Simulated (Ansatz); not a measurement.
Si2Mo:
Space group Fddd, origin choice 1 (No. 70); a = 4.577 Å, b = 7.993 Å, c = 8.730 Å, α = 90.00°, β = 90.00°, γ = 90.00°

```
atom  site  symmetry       x       y       z
----  ----  --------  ------  ------  ------
Si     16f       .2.  0.0000  0.3361  0.0000
Mo      8a       222  0.0000  0.0000  0.0000
```
(The calculation used a cell of 6 atoms; values per cell refer to that cell.)

Relaxed at zero pressure with DFT-r²SCAN in the program Ansatz with PAW potentials.

Problem. The volume is lowered by 3 % and shape and atoms relax at that volume. What pressure results, and how do the axes share the change?

Solution. 7.0 GPa; a -0.9 %, b -1.4 %, c -0.7 %; the energy rises by 8 meV/atom.

Problem. Give the new structure.

Solution. 
Space group Fddd, origin choice 1 (No. 70); a = 4.533 Å, b = 7.879 Å, c = 8.673 Å, α = β = γ = 90.00°

```json
[
 {"atom": "Si", "site": "16f", "symmetry": ".2.", "x": "0.0000", "y": "0.3358", "z": "0.0000"},
 {"atom": "Mo", "site": "8a", "symmetry": "222", "x": "0.0000", "y": "0.0000", "z": "0.0000"}
]
```

The phase is kept; no other phase was compared at this pressure.

The start of the workflow was typed in or built on a structure type; neither database checked (COD, Materials Project) lists it. It is not the phase usual at ambient conditions (space group No. 139). The cell was relaxed with r²SCAN under the symmetry of its start; whether a distortion lowers the energy is not shown. No spin polarisation was allowed.

Potentials: the earlier of the program's two PAW sets.
